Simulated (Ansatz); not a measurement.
InB3As4, ordered on the zincblende lattice (Cm) with 8 atoms a cell, relaxed with r2SCAN. B has 4 As at 2.08–2.27 Å; B has 4 As at 2.06–2.24 Å; B has 4 As at 2.03–2.15 Å; In has 4 As at 2.49–2.53 Å; As has 3 B at 2.18–2.24 Å and 1 In at 2.53 Å; As has 4 B at 2.15–2.27 Å; As has 3 B at 2.08–2.11 Å and 1 In at 2.49 Å; As has 2 B at 2.03–2.06 Å and 2 In at 2.49 Å.

Space group Cm (No. 8). a = 12.006 Å, b = 3.570 Å, c = 6.399 Å, α = 90.00°, β = 99.22°, γ = 90.00°
```csv
atom,site,symmetry,x,y,z
B,2a,m,0.0088,0.0000,0.0156
B,2a,m,0.4942,0.0000,0.4850
B,2a,m,0.2459,0.5000,0.2516
In,2a,m,0.2545,0.0000,0.7532
As,2a,m,0.4679,0.0000,0.8240
As,2a,m,0.4276,0.5000,0.3117
As,2a,m,0.1838,0.0000,0.0991
As,2a,m,0.1673,0.5000,0.5098
```

The questions ask for values computed with Ansatz 0.2.0 on this geometry. Note: simulated data, non-magnetic, for a generated structure that need not be the stable one.

Given (8×8×4 mesh): With PBE the bands overlap by 0.20 eV (counted from 1, band 41 peaks at Γ and band 42 bottoms out at L₂): no gap.

(1) Estimate the gap with PBE+SOC on 8×8×4.

(2) How does the gap change from PBE to r2SCAN (8×8×4)?

(3) What do these levels agree on?

Results:

(1) PBE+SOC gives no gap: the lowest nominally empty band dips 0.22 eV below the top of the last filled one (its bottom at L₂, the top at Γ), so the cell is a metal or semimetal at this level.

(2) r2SCAN gives no gap: the lowest nominally empty band dips 0.02 eV below the top of the last filled one (its bottom at L₂, the top at Γ), so the cell is a metal or semimetal at this level.

(3) No level opens a gap, but no hybrid is among them, and semilocal functionals can close a real gap.

Only the levels marked +SOC include spin-orbit coupling.

Set aside, since their points miss a band edge that the other levels read or their mesh is too coarse: HSE06.
